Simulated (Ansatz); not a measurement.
**Formation energy of CdI2-type LaF₂**

Method: PBEsol, scalar-relativistic; no spin polarisation; PAW, 420 eV, Γ-centred 10×10×6 mesh, 0.05 eV Gaussian smearing; code Ansatz; PAW files: Ansatz's generated set soft_2.

The structure was built from a prototype; whether the compound forms in it isn't claimed.

Symmetry: P-3m1, No. 164, trigonal system. Conventional cell: a = 3.577 Å, b = 3.577 Å, c = 5.147 Å, α = 90.00°, β = 90.00°, γ = 120.00°. La (site symmetry -3m) has 6 F at 2.47 Å as nearest neighbours. Around F (site symmetry 3m) lie 3 La at 2.47 Å. (Shells end 15 % past the nearest neighbour.)

The elements were computed in their standard states (gases as isolated molecules) with the same datasets, cutoff and functional. Total energies depend on the potentials used, so only differences within one code and one set of settings carry meaning.

Energy of the relaxed cell (3 atoms, smearing extrapolated to zero): -7766.243 eV. Elements, in eV/atom: La -6161.275, F -797.643.

What is the formation energy?

[-7766.243 − (1 × -6161.275 + 2 × -797.643)] / 3 = -3.23 eV/atom, or -311 kJ per mole of atoms.

The value is for 0 K, without zero-point energy and without any correction for the binding of gas molecules. Uncorrected semilocal values for oxides, chalcogenides and halides often miss by tenths of an eV an atom. A negative value shows stability against the elements alone, not against other compounds or structures.

The calculation's cell holds 25 valence electrons, an odd number. Without magnetic order each band takes two, so one stays part-filled and the crystal must be a metal. (Only strong correlation, outside this picture, could make a Mott insulator of it.) A formal count (La³⁺, F⁻) leaves 1 electron a formula unit beyond the anions' closed shells. It goes into the bands above the anion p states, which fits the metal found.

Spin–orbit coupling, which matters for such heavy elements, is left out. Spin polarisation wasn't tried.
